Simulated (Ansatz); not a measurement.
**Sr, a database entry at a rescaled volume**

```
CELL_PARAMETERS angstrom
4.29268 0.00000 0.00000
-2.14634 3.71757 0.00000
0.00000 0.00000 7.02166
ATOMIC_POSITIONS crystal
Sr 0.33330 0.66670 0.25000
Sr 0.66660 0.33330 0.75000
```

Method: r2SCAN, no spin polarisation; PAW, plane waves to 500 eV, 9×9×5 Γ-centred mesh, fermi-dirac occupations (width 0.1 eV) (Ansatz 0.2.0), atoms fixed.

Stress: The pressure is 0.3 GPa (compression positive), so with the atoms held at these fractions the cell is close to zero pressure.
Electronic structure: It is a metal, with about 2.2 states/eV a cell as the mean within 0.25 eV of the Fermi level.
Forces: The forces vanish by the symmetry of the sites.
Contacts: Sr–Sr at 4.29 Å: least valence density 0.04 e/Å³ and ELF 0.32 there. Both are smooth PAW fields, read partly inside the augmentation spheres.

Origin: a database entry at a rescaled volume.
